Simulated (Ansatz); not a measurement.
Ga$_{5}$SiTe$_{2}$: zone-centre modes

Method: DFT PBE, scalar-relativistic, plane waves, PAW (Ansatz). Settings: 420 eV plane-wave cutoff, Γ-centred 6×6×6 mesh, Gaussian smearing of 0.10 eV. No spin polarisation. Phonons by linear response, acoustic sum rule imposed.

Equilibrium structure at this level:
```yaml
crystal:
  lattice:
    - [6.00626, 0.00000, 0.00000]
    - [0.00000, 6.00626, 0.00000]
    - [0.00000, 0.00000, 6.09700]
  atoms:
    - { symbol: Ga, position: [0.75215, 0.24785, 0.79119] }
    - { symbol: Ga, position: [0.50000, 0.50000, 0.00000] }
    - { symbol: Ga, position: [0.24785, 0.24785, 0.20881] }
    - { symbol: Ga, position: [0.24785, 0.75215, 0.79119] }
    - { symbol: Ga, position: [0.75215, 0.75215, 0.20881] }
    - { symbol: Si, position: [0.00000, 0.00000, 0.00000] }
    - { symbol: Te, position: [0.50000, 0.00000, 0.50000] }
    - { symbol: Te, position: [0.00000, 0.50000, 0.50000] }
```

The structure comes from a proposed guess, relaxed at this level; another structure or a mixture of phases may lie lower. In a metal, frequencies depend on the k mesh and the smearing, soft modes most. Spin–orbit coupling is left out, which matters for heavy elements.

Optical modes at Γ:
```
frequency (THz)  degeneracy
           1.41           1
           1.60           2
           1.79           2
           1.89           1
           3.84           2
           4.29           2
           4.51           1
           4.53           1
           4.67           1
           5.00           1
           5.15           1
           5.85           1
           6.03           2
           8.62           1
           9.65           2
```

All 21 optical modes at Γ are real: no displacement of atoms at fixed cell lowers the energy to second order. Strains and modes at other wave vectors aren't tested by this run.
